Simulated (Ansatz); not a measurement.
MgO:
```
CELL_PARAMETERS angstrom
      0.00000     2.10376     2.10376
      2.10376     0.00000     2.10376
      2.10376     2.10376     0.00000
ATOMIC_POSITIONS crystal
  Mg 0.00000 0.00000 0.00000
  O  0.50000 0.50000 0.50000
```

Relaxed with r²SCAN.

Task: Give the Bader charges and basin volumes of the independent atoms, the program Ansatz at the r²SCAN level (PAW).

Result: 

| atom | Bader charge (e) | Bader volume (Å³) |
|---|---|---|
| Mg1 | +1.74 | 4.5 |
| O2 | -1.74 | 14.2 |

Space group Fm-3m (rock salt). The cell was relaxed with r²SCAN under the symmetry of its start.

Potentials: the earlier of the program's two PAW sets.
